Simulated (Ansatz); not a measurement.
Bands of Ba$_{2}$CoAg$_{2}$Se$_{2}$O$_{2}$

```
Ba Co Ag Se O
1.0
    -2.11162    2.11162   10.01795
     2.11162   -2.11162   10.01795
     2.11162    2.11162  -10.01795
Ba Co Ag Se O
2 1 2 2 2
Cartesian
  0.0000 0.0000 8.2510
  0.0000 0.0000 11.7849
  0.0000 0.0000 0.0000
  0.0000 2.1116 5.0090
  2.1116 0.0000 5.0090
  0.0000 0.0000 3.2566
  0.0000 0.0000 16.7793
  0.0000 2.1116 0.0000
  2.1116 0.0000 0.0000
```

Atoms are numbered in the order listed.

The geometry is COD entry 4338064, unchecked; take it as a test cell.

Semilocal functionals without U often leave such compounds metallic or with too small a gap, and the real magnetic order may differ.

Other magnetic orders may lie lower; this is the state that the run reached.

No spin–orbit coupling, which matters for the heavy atoms here.

Theory: DFT, LDA, all-electron LAPW, scalar-relativistic in Ansatz 0.2.0.

Settings: a Γ-centred 11×11×11 k mesh, Fermi–Dirac smearing of 0.08 eV, basis error target 1 meV/atom, spin-polarised from start moments Co3 2 μB, ending with a cell moment of 2.53 μB.

Points in fractions of the reciprocal vectors of this cell: Γ (0, 0, 0), X (0, 0, 0.5), P (0.25, 0.25, 0.25), N (0, 0.5, 0), M (0.5, 0.5, -0.5), S (0.261, 0.739, -0.261), S0 (-0.261, 0.261, 0.261). The path joins them by straight lines in the order Γ–X–P–N–Γ–M–S–S0–Γ; legs that retrace an earlier one aren't tabulated. Energies are in eV from the Fermi level.

Problem. Is there a gap?

Solution. none: bands cross the Fermi level, a metal.

Problem. List the levels between -8 and 6 eV at the symmetry points.

Solution. 
Γ spin-up: -5.68, -5.47, -5.03 (×2), -5.03, -4.21 (×2), -3.85 (×2), -3.65, -3.63, -3.48, -3.11, -3.10, -2.72, -2.52, -2.35 (×2), -2.34 (×2), -2.30, -2.04, -1.81 (×2), -1.32, -0.30 (×2), 0.69, 2.09, 2.78, 2.88, 3.30, 4.43, 5.24, 5.30 (×2), 5.40, 5.55
Γ spin-down: -5.66, -5.45, -5.02 (×3), -4.01 (×2), -3.84 (×2), -3.62, -3.58, -3.32, -3.10, -2.89, -2.51, -2.14 (×2), -1.81 (×2), -1.25, -0.79, -0.53, -0.51 (×2), -0.28 (×2), 0.12, 1.09, 2.09, 2.81, 3.01, 3.31, 4.66, 5.31, 5.33 (×2), 5.47, 5.55
X spin-up: -6.30, -5.30, -5.28, -5.17, -4.64, -4.64, -4.37, -4.35, -4.20, -4.09, -4.08, -3.53, -3.45, -3.41 (×2), -3.00, -2.76, -2.65, -2.60, -1.94, -1.88, -1.87, -1.54, -1.24, -1.16, -1.15, 0.94, 2.15, 2.96, 3.69, 3.81, 4.68, 5.16, 5.42 (×2)
X spin-down: -6.02, -5.29, -5.27, -4.62, -4.56, -4.36, -4.34, -4.11, -4.08, -4.07, -3.65, -3.41 (×2), -3.04, -2.85, -2.74, -2.67, -2.64, -2.44, -1.86, -1.84, -1.71, -0.14, 0.32, 0.33, 0.39, 2.19, 2.61, 3.10, 3.70, 3.82, 4.72, 5.29, 5.48 (×2)
P spin-up: -6.30, -5.29 (×2), -5.17, -4.67, -4.60, -4.36 (×2), -4.20, -4.08 (×2), -3.49 (×2), -3.41 (×2), -3.01, -2.75, -2.62 (×2), -1.94, -1.87 (×2), -1.51, -1.27, -1.15 (×2), 0.94, 2.12, 3.05, 3.75 (×2), 4.35, 5.42 (×2), 5.60
P spin-down: -6.02, -5.28 (×2), -4.65, -4.54, -4.35 (×2), -4.11, -4.07 (×2), -3.66, -3.41 (×2), -2.97 (×2), -2.71, -2.69, -2.52 (×2), -1.85 (×2), -1.71, -0.14, 0.33 (×2), 0.38, 2.17, 2.61, 3.19, 3.76 (×2), 4.41, 5.48 (×2), 5.76
N spin-up: -5.55, -4.78, -4.71, -4.61, -4.61, -4.60, -4.54, -4.04, -4.02, -3.95, -3.88, -3.86, -3.86, -3.78, -3.74, -3.62, -2.76, -2.63, -2.44, -2.28, -1.54, -1.52, -1.39, -1.29, -1.02, -0.99, -0.73, 1.76, 2.15, 3.22, 3.48, 4.46, 4.74, 4.91, 4.93, 5.34, 5.47, 5.75
N spin-down: -4.94, -4.73, -4.70, -4.60, -4.60, -4.52 (×2), -4.02, -4.01, -3.88, -3.86, -3.75, -3.73, -3.67, -3.27, -3.23, -2.55, -2.43, -1.50, -1.36, -1.24, -1.00, -0.40, -0.05, 0.10, 0.28, 0.75, 1.77, 2.23, 3.23, 3.56, 4.53, 4.75, 4.98, 5.24, 5.36, 5.49, 5.81
M spin-up: -5.71, -5.41, -5.03, -5.01 (×2), -4.25 (×2), -3.84 (×2), -3.80, -3.61, -3.13, -3.11, -2.92, -2.76, -2.72, -2.52, -2.46 (×2), -2.34 (×2), -2.30, -1.62 (×2), -1.26, -0.37 (×2), 1.37, 2.18, 2.56, 2.78, 2.87, 4.89, 5.08, 5.30 (×2), 5.37, 5.53, 5.59
M spin-down: -5.69, -5.39, -5.02, -5.00 (×2), -4.05 (×2), -3.83 (×2), -3.74, -3.60, -3.10, -2.92, -2.78, -2.51, -2.29 (×2), -2.27, -1.55 (×2), -0.79, -0.59 (×2), -0.28 (×2), 0.12, 0.15, 1.42, 2.18, 2.64, 2.81, 3.10, 5.03, 5.14, 5.31 (×2), 5.44, 5.54, 5.59
S spin-up: -5.54, -4.82, -4.69, -4.65, -4.57 (×2), -4.54, -4.08, -3.99, -3.93, -3.90, -3.89, -3.84, -3.78, -3.72, -3.62, -2.75, -2.64, -2.44, -2.30, -1.54, -1.53, -1.46, -1.15, -1.04, -0.96, -0.76, 1.79, 2.09, 3.10, 3.59, 4.52, 4.80, 4.85, 5.05, 5.32, 5.47, 5.77
S spin-down: -4.94, -4.77, -4.66, -4.64, -4.56, -4.54, -4.50, -4.08, -3.95, -3.87 (×2), -3.75, -3.72, -3.67, -3.27, -3.26, -2.53, -2.44, -1.59, -1.24, -1.22, -1.03, -0.39, -0.06, 0.10, 0.28, 0.73, 1.88, 2.11, 3.13, 3.62, 4.78, 4.82, 4.88, 5.12, 5.33, 5.55, 5.80
S0 spin-up: -5.54, -4.82, -4.69, -4.65, -4.57 (×2), -4.54, -4.08, -3.99, -3.93, -3.90, -3.89, -3.84, -3.78, -3.72, -3.62, -2.75, -2.64, -2.44, -2.30, -1.54, -1.53, -1.46, -1.15, -1.04, -0.96, -0.76, 1.79, 2.09, 3.10, 3.59, 4.52, 4.80, 4.85, 5.05, 5.32, 5.47, 5.77
S0 spin-down: -4.94, -4.77, -4.66, -4.64, -4.56, -4.54, -4.50, -4.08, -3.95, -3.87 (×2), -3.75, -3.72, -3.67, -3.27, -3.26, -2.53, -2.44, -1.59, -1.24, -1.22, -1.03, -0.39, -0.06, 0.10, 0.28, 0.73, 1.88, 2.11, 3.13, 3.62, 4.78, 4.82, 4.88, 5.12, 5.33, 5.55, 5.80
